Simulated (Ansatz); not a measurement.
## CsHgCl3: pressure against volume

A database entry relaxed whole under r2SCAN (Pm-3m):

```
CELL_PARAMETERS angstrom
5.32545 0.00000 0.00000
0.00000 5.32545 0.00000
0.00000 0.00000 5.32545
ATOMIC_POSITIONS crystal
Cs 0.00000 0.00000 0.00000
Hg 0.50000 0.50000 0.50000
Cl 0.00000 0.50000 0.50000
Cl 0.50000 0.00000 0.50000
Cl 0.50000 0.50000 0.00000
```

The cell was scaled uniformly, its shape held, and the atoms relaxed at each volume with plane-wave PAW DFT (Ansatz 0.2.0; r2SCAN, 500 eV, 7×7×7 Γ-centred mesh, fermi-dirac occupations of width 0.100 eV; no spin, no spin-orbit coupling). One row is withheld.

```
volume (Å³/atom)  energy over the lowest (meV/atom)  pressure (GPa)
          28.394                               13.0            2.45
          28.998                                5.5            1.53
          29.602                                1.3            0.72
          30.206                                0.0            0.00
          30.811                                1.2           -0.64
          31.415                                  ?               ?
          32.019                               10.3           -1.71
```

Problem. Fit the pressures of the other rows to the third-order Birch-Murnaghan form.

Solution. With f = [(V₀/V)^(2/3) − 1]/2 and P = 3B₀f(1 + 2f)^(5/2)[1 + 3(B₀′ − 4)f/2], least squares gives V₀ = 30.20 Å³ an atom, B₀ = 33.9 GPa and B₀′ = 5.1; the rows miss the fit by less than 0.01 GPa. The slope of the energies differs from these pressures by less than 0.05 GPa.

Problem. What does the withheld row hold?

Solution. The fit gives -1.21 GPa at 31.415 Å³; the run gave -1.21 GPa and 4.8 meV an atom.

Caveats: the shape of the cell was held; 0 K, fixed nuclei; the symmetry was kept, and this need not be the phase that is stable at 0 K; one mesh for all volumes; the relaxed cell lies far from the entry, by an error of the functional or of the entry; pressure is positive in compression.
